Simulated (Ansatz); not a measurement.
**Electric field gradients in ZrRh3**

These are results of Ansatz, DFT LDA, scalar-relativistic, plane waves, PAW, not measurements. Settings: 420 eV plane-wave cutoff, Γ-centred 12×12×12 mesh, Fermi-Dirac smearing of 0.15 eV. No spin polarisation.

Relaxed structure:
```yaml
crystal:
  lattice:
    - [3.87871, 0.00000, 0.00000]
    - [0.00000, 3.87871, 0.00000]
    - [0.00000, 0.00000, 3.87871]
  atoms:
    - { symbol: Zr, position: [0.00000, 0.00000, 0.00000] }
    - { symbol: Rh, position: [0.00000, 0.50000, 0.50000] }
    - { symbol: Rh, position: [0.50000, 0.00000, 0.50000] }
    - { symbol: Rh, position: [0.50000, 0.50000, 0.00000] }
```

In a metal these results depend on the k mesh and the smearing. Spin–orbit coupling is left out, which matters for gradients at heavy nuclei.

Question: Give V_zz (10²¹ V/m²) and the asymmetry η at each distinct site.

Answer:
```tsv
atom	V_zz	η
Zr (atom 1)	0.000	zero by symmetry
Rh (atom 2)	-4.21	0.00
```

Cost: 1 run of about 0.13 core-minutes, on Arm Neoverse V2 (shared hosts).